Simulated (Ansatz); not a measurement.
An Ansatz (a program for electronic structure) run. Input:

Ansatz 0.2 input:
```yaml
crystal:
  lattice:
    - [3.8322991228, 0.0, 0.0]
    - [-1.9161495614, 3.3188683952, 0.0]
    - [0.0, 0.0, 6.3408742612]
  atoms:
    - { symbol: Si, position: [0.3333333333, 0.6666666667, 0.0630581905] }
    - { symbol: Si, position: [0.6666666667, 0.3333333333, 0.9369418095] }
    - { symbol: Si, position: [0.6666666667, 0.3333333333, 0.5630581905] }
    - { symbol: Si, position: [0.3333333333, 0.6666666667, 0.4369418095] }
kpoints:
  mp_grid: { grid: [8, 8, 5] }
hamiltonian:
  xc: r2scan
  pseudopotentials: { azcp: { folder: ./paw }, kind: paw }
scf:
  occupations: { method: fixed }
checkpoint: { read: static.run }
output: { bader: true, populations: true }
```

Output (shortened):

```
Pseudopotential: Si, paw, valence charge 4
Functional definition: r2SCAN
Crystal: 4 atoms, lattice volume = 80.649 Å³
Basis set: ecut = 500 eV, 2033 PW (Γ), exchange–correlation on 120×120×192 points (64 copies of the dense FFT grid, shifted against one another)
Bands: 12, of which v1, the nominal top of the filled ones, is band 8 counted from 1 (7 counted from 0)
Symmetry: 24 space group operations
Space group: P63/mmc (ITA 194), of the structure as read, at distance tolerance 4.3e-5 Å
k-points: 30 of 320
Stability of the state it starts from, as read at its close in the unpolarized treatment …
iter 1 solved again at ethr=5.50e-8 eV; its pass at ethr=3.10e-3 eV (dr2=8.80e-6 eV) is discarded
SCF iter   1: F=—  HF=-2556.209810 eV  |F-HF|=—  |Δ(HF+E_count)|=         —  Δρ=4.61e-7  dr2=1.03e-10  dr2_τ=1.55e-12  ethr=5.50e-8  ⟨swp⟩=3.7  Hψ=3412  notcnv=0  defer=59
preconditioner: auto → none
SCF iter   2: F=-2556.209810 eV  HF=-2556.209810 eV  |F-HF|=9.09e-12  |Δ(HF+E_count)|=   2.13e-9  Δρ=1.70e-7  dr2=2.22e-11  dr2_τ=3.48e-13  ethr=1.00e-12  ⟨swp⟩=9.0  Hψ=2479  notcnv=0
SCF 1 converged in 2 iterations: F = -2556.209810 eV  dr2 = 2.22e-11
SCF converged after 2 iterations
Free energy (F): -2556.209810 eV
Harris-Foulkes:  -2556.209810 eV  (|F-HF|=9.09e-12)
Internal energy: -2556.209810 eV  (E = F + TS)
E sigma→0 (E₀):  -2556.209810 eV
Fermi energy:    6.342151 eV
--- Per-component energies (eV) ---
  E_band       = 12.729090
  E_kinetic    = 162.627771
  E_local      = -98.012282  (includes V_loc(G=0)·N_el)
  E_nonlocal   = 88.412014
  E_hartree    = 30.557641
  E_xc         = -210.571457
  E_vxc        = -202.837991  (∫ρ·V_xc dr)
  E_paw        = -2073.531851  (= ΣΔE_a)
  E_vpaw       = -6.437256  (= ΣTr[D̂ρ^β])
  E_aug_tail   = 0.000058  (compensation charges beyond the density's cutoff)
  E_vtau       = 7.861521  (kinetic-family band-sum trace: ∫τ·v_τ [+ j·A + Jᵃ·Aᵃ] dr)
  E_ewald      = -455.385973
  E_core_change = -0.305732  (= ΣΔE_core)
  E_smearing   =  0.000000  (= −TS)
  E_closure    = 0.000000  (closes the sum)
  Σ components = -2556.209810   (vs F -2556.209810, Δ=0.00e0)
  [band-id]    e_kinetic+e_local+e_nonlocal+2·e_hartree+e_vxc+e_vpaw+e_augmentation_tail+e_vtau = 12.729118   (vs E_band 12.729090, Δ=2.88e-5)
--- Band table (eV; the first three rows and the last of 30) ---
  k-point 0: bands = ["-6.4310", "-4.0388", "-1.1904", "4.7345", "4.7345", "5.9659", "6.3422", "6.3422", "7.7044", "8.4996", "8.4996", "8.8776"]
  k-point 1: bands = ["-6.2956", "-4.4955", "-0.4785", "4.8008", "4.8404", "4.8404", "6.0970", "6.0970", "7.8357", "8.7226", "8.7226", "9.2062"]
  k-point 2: bands = ["-5.8960", "-5.2613", "1.0414", "2.8846", "5.1460", "5.1460", "5.6051", "5.6051", "8.2139", "8.7700", "9.2272", "9.2272"]
  k-point 29: bands = ["-3.1415", "-2.7964", "-1.4276", "-1.0677", "1.6109", "2.1586", "3.8086", "4.1851", "8.1562", "8.6149", "9.5734", "10.8817"]
--- Löwdin populations: 4 sites ---
  site symbol       q [e]
     0     Si      3.9601
     1     Si      3.9601
     2     Si      3.9601
     3     Si      3.9601
  spilling = 0.009971 (of n_electrons = 16.000000)
--- Bader charges: 4 sites ---
  site symbol  charge [e]  shift [e]
     0     Si      0.0000     0.0000
     1     Si      0.0000     0.0000
     2     Si      0.0000     0.0000
     3     Si      0.0000     0.0000
  shift: an alarm, by how much a part of what the PAW files miss would move the charge. Where it is large, compare
  with a run on PAW files of another source; a small one proves nothing
  estimated error of the sums over rays = 8.8e-5 e
```

Cost: roughly 40 core-seconds on shared cores.

Space group P6_3/mmc. The first step of the workflow began from a Materials Project structure, measured or hypothetical; the Crystallography Open Database copy checked does not list it. It is not the phase usual at ambient conditions (space group No. 227). The r²SCAN relaxation kept the symmetry of its start; phonons on a q-mesh show no instability.

Potentials: the earlier of the program's two PAW sets.

Ansatz is a plane-wave DFT program.
